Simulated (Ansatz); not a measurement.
Fe3Co in space group P4/mmm (No. 123; Fe on 1c, Fe on 2e, Co on 1a), the program Ansatz at the PBE level (PAW), all energies at zero smearing, with the estimated change up to a 700 eV cutoff added, with one set of potentials and settings (totals compare only within such a set). Cell of 4 atoms (3 Fe, 1 Co): -18567.806 eV.

```csv
element,reference phase,E (eV/atom)
Fe,"Im-3m, 1 atoms in the cell, spin-polarised",-4480.4888
Co,"P6_3/mmc, 2 atoms in the cell, spin-polarised",-5126.1559
```

Formation energy per atom, worked out: (-18567.806 − 3×(-4480.4888) − 1×(-5126.1559))/4 = -0.046 eV/atom (-4 kJ per mol of atoms), at 0 K, without zero-point energy or fitted corrections.

The workflow started from a Materials Project entry (that database holds measured and hypothetical structures alike); the Crystallography Open Database copy checked does not list it. With Fe and Co taken as one species the cell has the higher symmetry Im-3m, so it may be an ordered model of a mixed-site phase. Its standing as an ambient phase is unchecked. The cell was relaxed with PBE under the symmetry of its start; its stability against distortions is not shown here. Spin order of the final state: ferromagnetic, chosen from 5 collinear starts compared on coarse meshes (ties went to the first, and starts can fall back to one state), not a proven ground state. The references are the lowest solids computed at this level, not always the standard phases.

Potentials: the later of the program's two PAW sets.
